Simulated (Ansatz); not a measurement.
YSi2Pd2:
```cif
data_Pd4Si4Y2
_chemical_formula_sum 'Y2 Pd4 Si4'
_space_group_name_H-M_alt 'I4/mmm'
_space_group_IT_number 139
_space_group_name_Hall '-I 4 2'
_cell_length_a 4.13390
_cell_length_b 4.13390
_cell_length_c 9.92871
_cell_angle_alpha 90.000
_cell_angle_beta 90.000
_cell_angle_gamma 90.000
loop_
_atom_site_label
_atom_site_type_symbol
_atom_site_symmetry_multiplicity
_atom_site_Wyckoff_symbol
_atom_site_fract_x
_atom_site_fract_y
_atom_site_fract_z
_atom_site_occupancy
Y1 Y 2 a 0.00000 0.00000 0.00000 1
Pd1 Pd 4 d 0.00000 0.50000 0.25000 1
Si1 Si 4 e 0.00000 0.00000 0.38296 1
```
(The calculation used a cell of 5 atoms; values per cell refer to that cell.)

Relaxed with r²SCAN.

Which orbitals make up the states near the Fermi level in plane-wave PAW r²SCAN (Ansatz code)?

Within 0.5 eV of the Fermi level: Pd 4d 31 %, Si 3p 31 %, Y 4d 27 %, outside the projected shells 5 %. Projections are on Löwdin-orthogonalised atomic valence shells; empty p or d shells of many metals are not among them.

Tabulate the density of states.

States/eV per cell of 5 atoms, in 0.25 eV bins, energy from the Fermi level.

```csv
E (eV),total,Pd 4d,Si 3p,Y 4d
-7.85,1.72,0.55,0.26,0.10
-7.60,0.62,0.21,0.09,0.02
-7.35,0.00,0.00,0.00,0.00
-7.10,0.00,0.00,0.00,0.00
-6.85,0.00,0.00,0.00,0.00
-6.60,0.05,0.02,0.02,0.00
-6.35,0.65,0.34,0.25,0.03
-6.10,2.47,1.23,0.98,0.09
-5.85,3.65,1.76,1.44,0.16
-5.60,4.32,2.41,1.48,0.15
-5.35,4.98,3.32,1.36,0.16
-5.10,4.40,3.18,1.00,0.14
-4.85,4.52,3.24,1.04,0.14
-4.60,6.99,5.36,1.16,0.29
-4.35,9.74,7.57,1.45,0.38
-4.10,6.40,5.02,0.86,0.24
-3.85,6.77,5.51,0.77,0.28
-3.60,7.29,5.79,0.95,0.28
-3.35,8.30,7.15,0.70,0.22
-3.10,7.31,6.24,0.71,0.13
-2.85,4.36,3.28,0.74,0.08
-2.60,2.50,1.78,0.48,0.07
-2.35,1.46,0.77,0.40,0.11
-2.10,1.41,0.58,0.52,0.11
-1.85,2.92,1.09,0.92,0.52
-1.60,2.14,0.71,0.80,0.36
-1.35,2.08,0.57,0.85,0.42
-1.10,1.96,0.61,0.72,0.40
-0.85,2.95,1.15,1.03,0.54
-0.60,3.06,1.05,1.07,0.74
-0.35,2.91,1.12,0.86,0.70
-0.10,2.60,0.80,0.80,0.74
0.15,1.88,0.49,0.59,0.54
0.40,1.74,0.40,0.56,0.53
0.65,1.57,0.32,0.50,0.53
0.90,1.43,0.27,0.44,0.55
1.15,1.38,0.23,0.42,0.55
1.40,1.11,0.17,0.33,0.48
1.65,0.98,0.13,0.27,0.46
1.90,1.32,0.14,0.28,0.71
2.15,1.04,0.10,0.22,0.56
2.40,1.79,0.15,0.28,0.99
2.65,2.20,0.18,0.34,1.15
2.90,2.18,0.14,0.28,1.24
3.15,2.53,0.15,0.33,1.49
3.40,3.43,0.19,0.45,2.00
3.65,4.01,0.24,0.55,2.31
3.90,4.30,0.22,0.66,2.42
4.15,4.94,0.25,0.88,2.80
4.40,4.05,0.20,0.79,2.17
4.65,2.51,0.14,0.64,0.94
```

The workflow started from an entry of the Crystallography Open Database (COD). Whether it is the stable phase at ambient conditions was not checked. The cell was relaxed with r²SCAN under the symmetry of its start; whether a distortion lowers the energy is not shown. No spin polarisation was allowed. Spin–orbit coupling is left out wherever it is not named.

Potentials: the later of the program's two PAW sets.
